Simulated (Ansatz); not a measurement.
Mg$_{3}$Sb$_{2}$ (A-La2O3 type, space group P-3m1)

```yaml
crystal:
  lattice:
    - [4.59592, 0.00000, 0.00000]
    - [-2.29796, 3.98018, 0.00000]
    - [0.00000, 0.00000, 7.27158]
  atoms:
    - { symbol: Sb, position: [0.33333, 0.66667, 0.22580] }
    - { symbol: Sb, position: [0.66667, 0.33333, 0.77420] }
    - { symbol: Mg, position: [0.00000, 0.00000, 0.00000] }
    - { symbol: Mg, position: [0.33333, 0.66667, 0.63237] }
    - { symbol: Mg, position: [0.66667, 0.33333, 0.36763] }
```

E(V) scan at fixed shape, V₀ the volume above. The atoms relax within the cell's symmetry.

Calculation: PBE (plane waves to 420 eV, PAW, scalar-relativistic; Ansatz, an electronic-structure program). k mesh 12×12×7 (Γ-centred), Fermi-Dirac smearing 0.05 eV. Stress and pressure are positive under compression. Mg3Sb2 was relaxed with its symmetry unable to fall. Spin-orbit coupling is left out, though Sb is heavy.

At one point of the scan the stress tensor (GPa) is:

```
   -4.7      0.0      0.0
    0.0     -4.7      0.0
    0.0      0.0     -4.2
```

### Question
Which point is it?
(A) V/V₀ = 1.160
(B) V/V₀ = 1.128
(C) V/V₀ = 1.032
(D) V/V₀ = 1.096

### Answer
A, V/V₀ = 1.160

(A scan under strain: stresses follow from slopes of the energy per volume, elastic moduli from its curvatures.)
